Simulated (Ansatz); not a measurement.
# What moves the field gradients of Bi2Se3?

Cell of run 1: a computed structure from the Materials Project (it need not be an observed phase), taken as it stands.

```
CELL_PARAMETERS angstrom
2.09568 1.20994 9.97623
-2.09568 1.20994 9.97623
0.00000 -2.41989 9.97623
ATOMIC_POSITIONS crystal
Bi 0.39843 0.39843 0.39843
Bi 0.60157 0.60157 0.60157
Se 0.00000 0.00000 0.00000
Se 0.21571 0.21571 0.21571
Se 0.78429 0.78429 0.78429
```

Sites (sets of like atoms) are named by element and the number of their first atom in this list.

Relaxed positions (PBE, cell held):

```
CELL_PARAMETERS angstrom
2.09568 1.20994 9.97623
-2.09568 1.20994 9.97623
0.00000 -2.41989 9.97623
ATOMIC_POSITIONS crystal
Bi 0.39818 0.39818 0.39818
Bi 0.60182 0.60182 0.60182
Se 0.00000 0.00000 0.00000
Se 0.21632 0.21632 0.21632
Se 0.78368 0.78368 0.78368
```

All runs are DFT with Ansatz 0.2.0 (plane waves and PAW, scalar-relativistic unless spin–orbit coupling is named, Γ-centred meshes, Fermi–Dirac smearing where given) in this cell.

Run 1: PBE, atoms as given; 420 eV, 8×8×8 k-points, smearing 0.02 eV.
Run 2: r2SCAN, at the relaxed atoms; 500 eV, 8×8×8 k-points, smearing 0.02 eV.
Run 3: PBE with spin–orbit coupling, at the relaxed atoms; 420 eV, 8×8×8 k-points, smearing 0.02 eV.
Run 4: LDA, at the relaxed atoms; 420 eV, 8×8×8 k-points, smearing 0.02 eV.

```json
{"run": "1", "Bi V_zz (η)": "0.38 (0.00)", "Se3 V_zz (η)": "7.29 (0.00)", "Se4 V_zz (η)": "-2.66 (0.00)"}
{"run": "2", "Bi V_zz (η)": "1.09 (0.00)", "Se3 V_zz (η)": "7.02 (0.00)", "Se4 V_zz (η)": "-3.76 (0.00)"}
{"run": "3", "Bi V_zz (η)": "-0.84 (0.00)", "Se3 V_zz (η)": "7.58 (0.00)", "Se4 V_zz (η)": "-2.15 (0.00)"}
{"run": "4", "Bi V_zz (η)": "?", "Se3 V_zz (η)": "?", "Se4 V_zz (η)": "?"}
```

V_zz in 10²¹ V/m².

Question: Estimate the row of run 4.

Answer: Bi: 0.33 (0.00); Se3: 6.97 (0.00); Se4: -3.04 (0.00). It lies nearest to run 1, from whose tensors on these sites it differs by 0.38 at most (largest principal value of the difference, on Se4). Taken one at a time, spin–orbit coupling moves the tensors on these sites by up to 1.22 (largest principal value of the change, on Bi), the functional (between the two that differ most) by 1.10 (Se4). Without a gap such differences can lie within the error of the k-mesh, so this order isn't firm.

Semilocal functionals make gaps too small and can close them, so the real compound need not be a metal. In runs 1, 4 the gap is small for the k-mesh or the smearing, and small gradients can still move by 0.1 × 10²¹ V/m² or more. In run 3 there is no gap above 0.1 eV, so the gradients can move by 10 % or more with the k-mesh.
